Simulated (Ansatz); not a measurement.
C (diamond) at its r2SCAN geometry, in the PAW code Ansatz. The base run uses PBE on a modest mesh; each further run changes one setting, sensibly or not. Doubtful ones may also carry a cap on iterations. All numbers are computed, and spin polarisation is off unless an edit sets a moment.

Base input:
```yaml
crystal:
  lattice:
    - [0.0, 1.7801241426, 1.7801241426]
    - [1.7801241426, 0.0, 1.7801241426]
    - [1.7801241426, 1.7801241426, 0.0]
  atoms:
    - { symbol: C, position: [0.0, 0.0, 0.0] }
    - { symbol: C, position: [0.25, 0.25, 0.25] }
kpoints:
  mp_grid: { grid: [8, 8, 8] }
hamiltonian:
  xc: pbe
scf:
  occupations: { method: fixed }
  n_extra_bands: 4
output:
  forces: true
  stress: true
  eigenvalues: true
```

Base results:
```
Basis set: ecut = 420 eV, 229 PW (Γ)
Symmetry: 48 space group operations
Space group: Fd-3m (ITA 227)
k-points: 29 of 512
SCF converged after 6 iterations
Free energy (F): -501.613595 eV
Fermi energy:    13.415457 eV
--- Stress (GPa, compression-positive) ---
        4.213263       0.000000       0.000000
        0.000000       4.213263       0.000000
        0.000000       0.000000       4.213263
  P = ⅓ Tr σ = 4.2133 GPa (42.133 kbar)
--- Band table (eV; the first three rows and the last of 29) ---
  k-point 0: bands = [-8.1371, 13.4155, 13.4155, 13.4155, 19.0245, 19.0245, 19.0245, 26.8185]
  k-point 1: bands = [-7.7035, 10.9886, 12.7583, 12.7583, 19.8874, 19.8874, 20.3205, 27.1811]
  k-point 2: bands = [-6.4158, 6.7961, 11.6561, 11.6561, 21.2349, 21.2349, 21.6048, 28.1052]
  k-point 28: bands = [1.4088, 1.4088, 5.0409, 5.0409, 24.0633, 24.0633, 25.7897, 25.7897]
```
The gap over this mesh is 4.152 eV.

Run as `ansatz run input.yaml --threads 4 --pin off --max-ram 3686MiB --backend cpu --events-out ev --progress --plain --runs-dir out`.

Question: The input is altered as follows. How does the run end?
```yaml
basis:
  ecutwfc: 750
```

Answer: 531 plane waves in place of 229. The free energy moves by -3.9 meV an atom, the mean stress by -0.03 GPa and the gap on the mesh by +0.003 eV (to 4.155). The base cutoff was converged to that degree.
Lines that differ from the base's log, and the results:
```
Basis set: ecut = 750 eV, 531 PW (Γ)
SCF converged after 6 iterations
Free energy (F): -501.621375 eV
Fermi energy:    13.412041 eV
--- Stress (GPa, compression-positive) ---
        4.187103       0.000000       0.000000
        0.000000       4.187103       0.000000
        0.000000       0.000000       4.187103
  P = ⅓ Tr σ = 4.1871 GPa (41.871 kbar)
```

Question: These lines are set or replaced. What follows?
```yaml
basis:
  ecutwfc: 200
```

Answer: 65 plane waves in place of 229. The free energy moves by +1641 meV an atom, the mean stress by +49.70 GPa and the gap on the mesh by -0.882 eV (to 3.270). The basis is too small: these are errors of the cutoff.
```
Warning: basis.ecutwfc = 200 eV is below the records' recommended 420 eV, and the density's cutoff is lower with it unless basis.ecutrho_ratio is high enough to keep the records' density cutoff: compare with a run at a higher cutoff
Basis set: ecut = 200 eV, 65 PW (Γ)
SCF converged after 6 iterations
Free energy (F): -498.331152 eV
Fermi energy:    14.355159 eV
--- Stress (GPa, compression-positive) ---
       53.916944       0.000000       0.000000
        0.000000      53.916944       0.000000
        0.000000       0.000000      53.916944
  P = ⅓ Tr σ = 53.9169 GPa (539.169 kbar)
--- Band table (eV; the first three rows and the last of 29) ---
  k-point 0: bands = [-8.2751, 14.3552, 14.3552, 14.3552, 19.6696, 19.6696, 19.6696, 26.4598]
  k-point 1: bands = [-7.8379, 11.7413, 13.6886, 13.6886, 20.7238, 20.7238, 21.0194, 27.1793]
  k-point 2: bands = [-6.5470, 6.9934, 12.4346, 12.4346, 21.7346, 22.0201, 22.0201, 28.6892]
  k-point 28: bands = [1.3672, 1.3672, 5.4042, 5.4042, 24.8588, 24.8588, 26.3162, 26.3162]
```

One of the further runs printed
```
SCF converged after 6 iterations
Free energy (F): -501.883547 eV
Internal energy: -500.674437 eV  (E = F + TS)
E sigma→0 (E₀):  -501.278992 eV
Entropy (-TS):   -1.209110 eV (-604.555 meV/atom)
Fermi energy:    15.165179 eV
--- Stress (GPa, compression-positive) ---
       12.981928       0.000000       0.000000
        0.000000      12.981928       0.000000
        0.000000       0.000000      12.981928
  P = ⅓ Tr σ = 12.9819 GPa (129.819 kbar)
```

Question: Which setting had been changed?
A. hamiltonian.xc: lda
B. hamiltonian.pseudopotentials: paw, source ansatz
C. scf.occupations: gaussian 4
D. scf.mixing.preconditioner: resta

Answer: C. The free energy moves by -135 meV an atom, the mean stress by +8.77 GPa and the gap on the mesh by +0.024 eV (to 4.176). The term −TS is -605 meV an atom. A width of 4 eV moves electrons across a gap of 4.15 eV: this is no longer the ground state.

Question: These lines are set or replaced. What follows?
```yaml
scf:
  n_extra_bands: 24
```

Answer: Energy, stress and gap stay within 1 meV an atom, 0.1 GPa and 0.005 eV of the base. Empty bands don't enter the energy of an insulator with fixed occupations.
